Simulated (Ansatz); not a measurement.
# P (Imma), stationary points along a deformation path

Computed with DFT PBEsol+D3(BJ), scalar-relativistic, plane waves, PAW (Ansatz 0.2.0). The runs took a 420 eV cutoff, a Γ-centred 20×20×20 mesh and Gaussian smearing (0.15 eV). No spin polarisation. Energies are free energies at this smearing, counted from the undisturbed cell; pressure is positive in compression.

Reference structure (as given, not relaxed at this level; it stands at -4.5 GPa; this form isn't the usual structure):

```yaml
crystal:
  lattice:
    - [-1.69151, 2.51517, 1.85894]
    - [1.69151, -2.51517, 1.85894]
    - [1.69151, 2.51517, -1.85894]
  atoms:
    - { symbol: P, position: [0.80331, 0.05331, 0.75000] }
    - { symbol: P, position: [0.19669, 0.94669, 0.25000] }
```

At fixed volume and fractional coordinates, lengths along (0.000, 0.000, 1.000) are scaled against those across it; ρ is that ratio over its starting value. V = 15.817 Å³/atom. Δσ is the stress along the axis less the mean stress across it (compression positive).

```
    ρ  ΔE (meV/atom)  Δσ (GPa) space group
0.800          237.4     28.15         Imma
0.850          133.6     23.62         Imma
0.920           36.2     13.11         Imma
0.960            8.7      6.48         Imma
1.000            0.0      0.03         Imma
1.050            9.7     -5.82         Imma
1.100           34.3     -9.97         Imma
1.200          110.2    -16.34         Imma
1.300          211.5    -21.32         Imma
```

Question: How does the stress give the slope of the energy, and where is the energy stationary?

Answer: Along the path d ln(length) is 2/3 d ln ρ on the axis and −1/3 d ln ρ across it, so dE/d ln ρ = −(2/3) V Δσ: the energy falls with ρ where Δσ is positive. Δσ vanishes or changes sign at ρ = 1.000 (Imma), a minimum at 0.0 meV/atom. Pairs of stationary points between two samples would go unseen, and could change a minimum read from distant neighbours into a maximum.

Question: Integrate that slope from ρ = 1 to 0.850 by the trapezoid rule.

Answer: With V/N in Å³ and 1 eV/Å³ = 160.2 GPa the slopes at ρ = 1.000, 0.960, 0.920, 0.850 are -2, -427, -863, -1554 meV/atom per unit of ln ρ. The steps add 8.7 + 27.4 + 95.6 = 131.8 meV/atom, against 133.6 from the energies; the trapezoid rule misses the curvature of the slope within each step.

Forces appear on the atoms along this scan, and letting them relax would lower the energy and soften the response. In a metal these slopes depend on the k mesh and the smearing.

Cost: 9 runs of about 7.6 core-minutes in all, on Intel Xeon Processor @ 2.50GHz (Skylake/Cascade Lake) (shared hosts).